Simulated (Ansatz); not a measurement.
ZnS:
```cif
data_SZn
_chemical_formula_sum 'S1 Zn1'
_space_group_name_H-M_alt 'P 1'
_space_group_IT_number 1
_cell_length_a 3.84906
_cell_length_b 3.84906
_cell_length_c 3.84906
_cell_angle_alpha 60.000
_cell_angle_beta 60.000
_cell_angle_gamma 60.000
loop_
_space_group_symop_operation_xyz
  'x, y, z'
loop_
_atom_site_label
_atom_site_type_symbol
_atom_site_fract_x
_atom_site_fract_y
_atom_site_fract_z
_atom_site_occupancy
S1 S 0.75000 0.75000 0.75000 1
Zn1 Zn 0.00000 0.00000 0.00000 1
```

Relaxed with PBE.

Task: Which orbitals make up the states near the band edges in PBE (plane waves, PAW; program Ansatz)?

Result: Top 1 eV of the valence band: S 3p 88 %, Zn 3d 8 %. Bottom 1 eV of the conduction band: Zn 4s 57 %, S 3s 26 %, S 3p 15 %. Projections are on Löwdin-orthogonalised atomic valence shells; empty p or d shells of many metals are not among them.

Task: Tabulate the density of states.

Result: States/eV per cell of 2 atoms, in 0.25 eV bins, energy from the valence-band maximum.

```
E (eV)  total  Zn 3d  S 3p  Zn 4s
------  -----  -----  ----  -----
-7.85    0.00   0.00  0.00   0.00
-7.60    0.00   0.00  0.00   0.00
-7.35    0.00   0.00  0.00   0.00
-7.10    0.00   0.00  0.00   0.00
-6.85    0.00   0.00  0.00   0.00
-6.60    0.00   0.00  0.00   0.00
-6.35    1.77   1.47  0.24   0.05
-6.10   16.82  15.06  1.59   0.15
-5.85   15.76  15.33  0.31   0.09
-5.60    5.10   4.74  0.14   0.10
-5.35    0.55   0.51  0.01   0.01
-5.10    0.07   0.01  0.05   0.01
-4.85    0.45   0.05  0.30   0.09
-4.60    1.62   0.18  0.98   0.40
-4.35    1.99   0.32  1.09   0.50
-4.10    0.91   0.17  0.49   0.18
-3.85    0.66   0.13  0.36   0.11
-3.60    0.49   0.09  0.27   0.08
-3.35    0.40   0.07  0.22   0.06
-3.10    0.34   0.06  0.20   0.04
-2.85    1.31   0.13  1.05   0.05
-2.60    1.38   0.13  1.12   0.05
-2.35    1.43   0.12  1.18   0.05
-2.10    1.87   0.14  1.60   0.04
-1.85    1.92   0.15  1.65   0.03
-1.60    1.90   0.15  1.64   0.03
-1.35    1.88   0.15  1.63   0.02
-1.10    1.90   0.15  1.66   0.01
-0.85    1.67   0.14  1.46   0.01
-0.60    0.99   0.09  0.87   0.00
-0.35    0.62   0.06  0.55   0.00
-0.10    0.22   0.02  0.20   0.00
0.15     0.00   0.00  0.00   0.00
0.40     0.00   0.00  0.00   0.00
0.65     0.00   0.00  0.00   0.00
0.90     0.00   0.00  0.00   0.00
1.15     0.00   0.00  0.00   0.00
1.40     0.00   0.00  0.00   0.00
1.65     0.00   0.00  0.00   0.00
1.90     0.00   0.00  0.00   0.00
2.15     0.00   0.00  0.00   0.00
2.40     0.02   0.00  0.00   0.01
2.65     0.03   0.00  0.00   0.02
2.90     0.05   0.00  0.01   0.03
3.15     0.09   0.00  0.02   0.05
3.40     0.27   0.00  0.05   0.14
3.65     0.67   0.00  0.11   0.28
3.90     0.89   0.00  0.14   0.31
4.15     1.30   0.00  0.21   0.43
4.40     2.09   0.01  0.37   0.69
4.65     1.67   0.01  0.32   0.58
4.90     1.22   0.00  0.24   0.39
5.15     1.01   0.00  0.18   0.28
5.40     0.72   0.00  0.10   0.15
5.65     0.71   0.00  0.09   0.13
5.90     1.44   0.00  0.18   0.25
6.15     1.80   0.00  0.15   0.20
6.40     1.36   0.00  0.09   0.12
6.65     0.72   0.00  0.02   0.01
6.90     0.78   0.00  0.02   0.01
```

Space group F-43m (zinc blende). The PBE relaxation kept the symmetry of its start; phonons on a q-mesh show no instability.

Potentials: the later of the program's two PAW sets.
